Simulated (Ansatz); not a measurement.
# Y (Fm-3m), two-dimensional strain map

Level of theory: DFT PBEsol, scalar-relativistic, plane waves, PAW (Ansatz). Settings: plane waves to 420 eV, k-mesh 16×16×16 (Γ-centred), Gaussian smearing 0.15 eV. No spin polarisation. Energies are free energies at this smearing, counted from the undisturbed cell; pressure is positive in compression.

Zero of the scan (as given, not relaxed at this level; it stands at 0.2 GPa; this fcc form isn't the usual structure):

```
CELL_PARAMETERS angstrom
0.00000 2.48500 2.48500
2.48500 0.00000 2.48500
2.48500 2.48500 0.00000
ATOMIC_POSITIONS crystal
Y 0.00000 0.00000 0.00000
```

The cell is strained by p along both x and y and by q along z, fractional coordinates fixed. Points are written (p, q).

Energy above the undisturbed cell in meV/atom (a dash: not computed):

| p \ q | -0.080 | -0.040 | 0.000 | 0.040 | 0.080 |
| --- | --- | --- | --- | --- | --- |
| -0.080 | 289.0 | 200.5 | 140.1 | 104.3 | 90.3 |
| -0.040 | 127.2 | 68.3 | 34.2 | 22.2 | 29.6 |
| 0.000 | 44.4 | 11.4 | 0.0 | 7.7 | ? |
| 0.040 | ? | 15.4 | 23.9 | 48.8 | ? |
| 0.080 | 55.9 | 67.3 | ? | 134.1 | 186.4 |

Question: Fill in the withheld energies.

Answer: (0.000, 0.080): 32.6; (0.040, -0.080): 25.3; (0.040, 0.080): 88.3; (0.080, 0.000): 93.9.